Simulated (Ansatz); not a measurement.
Phonons of SiC (wurtzite) at Γ, M = (0.5, 0.0, 0.0), A = (0.0, 0.0, 0.5), L = (0.5, 0.0, 0.5).

SiC (wurtzite)

```yaml
crystal:
  lattice:
    - [3.09192, 0.00000, 0.00000]
    - [-1.54596, 2.67768, 0.00000]
    - [0.00000, 0.00000, 5.07421]
  atoms:
    - { symbol: Si, position: [0.66667, 0.33333, 0.00052] }
    - { symbol: Si, position: [0.33333, 0.66667, 0.50052] }
    - { symbol: C, position: [0.66667, 0.33333, 0.62468] }
    - { symbol: C, position: [0.33333, 0.66667, 0.12468] }
```

All values below come from PBE (plane waves to 420 eV, PAW, scalar-relativistic; Ansatz, a quantum-chemistry and plane-wave program). Harmonic phonons by density-functional perturbation theory on a 10×10×6 k mesh, in cm⁻¹; i marks imaginary ones, q is in fractions of the reciprocal vectors of the cell shown, and the three acoustic modes at Γ are left out. The non-analytic (LO-TO) term is not included, so polar modes at Γ have their transverse values. The program warned that its band solver left a few bands short of their tolerance. SiC was relaxed with its symmetry unable to fall. The PAW data are Ansatz's earlier set.

```csv
q,wavenumbers (cm⁻¹)
Γ,"257 (×2), 585, 743 (×2), 750, 778 (×2), 815"
"M = (0.5, 0.0, 0.0)","257, 337, 358, 429, 539, 543, 730, 740, 754, 764, 823, 834"
"A = (0.0, 0.0, 0.5)","193 (×4), 392 (×2), 759 (×4), 889 (×2)"
"L = (0.5, 0.0, 0.5)","319 (×2), 320 (×2), 593 (×2), 746 (×2), 766 (×2), 810 (×2)"
```

The structure shows no imaginary mode at these points (lowest 193 cm⁻¹ at A = (0.0, 0.0, 0.5)); other wave vectors were not tested.

Highest mode: 889 cm⁻¹ at A = (0.0, 0.0, 0.5).
